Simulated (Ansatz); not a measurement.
CrI3 in space group R-3 (No. 148; Cr on 6c, I on 18f), DFT-r²SCAN+D4 in the program Ansatz with PAW potentials, all energies at zero smearing, with the estimated change up to a 700 eV cutoff added, with one set of potentials and settings (totals compare only within such a set). Cell of 8 atoms (2 Cr, 6 I): -51939.845 eV.

| element | reference phase | E (eV/atom) |
|---|---|---|
| Cr | Im-3m, 2 atoms in the cell, spin-polarised | -3382.8541 |
| I | Cmce, 4 atoms in the cell | -7528.1417 |

Formation energy per atom, worked out: (-51939.845 − 2×(-3382.8541) − 6×(-7528.1417))/8 = -0.661 eV/atom (-64 kJ per mol of atoms), at 0 K, without zero-point energy or fitted corrections.

The r²SCAN+D4 relaxation kept the symmetry of its start. The final state is ferromagnetic, chosen from 4 collinear starts compared on coarse meshes (ties went to the first, and starts can fall back to one state), not a proven ground state. The volume moved by 23 % from the start of the relaxation. Other orbital occupations within this spin state were not tried. No Hubbard U is applied. The references are the lowest solids computed at this level, not always the standard phases. Spin–orbit coupling is left out wherever it is not named.

Potentials: the later of the program's two PAW sets.
